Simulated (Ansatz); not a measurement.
A geometry of AlCu away from equilibrium: step 2 of the relaxation of a relaxed AlCu cell displaced along its unstable phonon at q = (½, ½, 0) of its primitive reciprocal cell (199i cm⁻¹), largest move 0.15 Å. Calculation: PBEsol (plane waves to 420 eV, PAW, scalar-relativistic; Ansatz, a program for electronic structure). Γ-centred k-mesh 11×11×11 on the run's cell (coarser than for final values), Fermi–Dirac smearing 0.05 eV. The plane waves were selected for a different cell earlier on the path.

```xyz
4
Lattice="0.0000 4.9143 4.9748 2.4571 2.4571 4.9748 2.4571 2.4571 0.0000" Properties=species:S:1:pos:R:3 pbc="T T T"
Cu     0.0000     0.0000    -0.2470
Cu     2.4571     4.9143     2.7344
Al     2.4571     2.4571     2.2106
Al     2.4571     4.9143     5.2515
```

Question: What forces act on the atoms (eV/Å)?

Answer: 
```
atom    Fx    Fy     Fz
----  ----  ----  -----
Cu1   0.00  0.00  -1.04
Cu2   0.00  0.00   1.04
Al3   0.00  0.00  -0.77
Al4   0.00  0.00   0.77
```

The path ends in P4/nmm (No. 129) (AFLOW prototype AB_tP4_129_c_c (B11, as in TiCu)). No spin polarisation in the result.

The run could not lose the symmetry of its start: the end is stationary, and may be a saddle point rather than a minimum.

The end of the path is a generated cell of AlCu: the first start was made by placing the elements on the sites of a structure type, and the end was not matched to a known phase here, so it may be hypothetical.
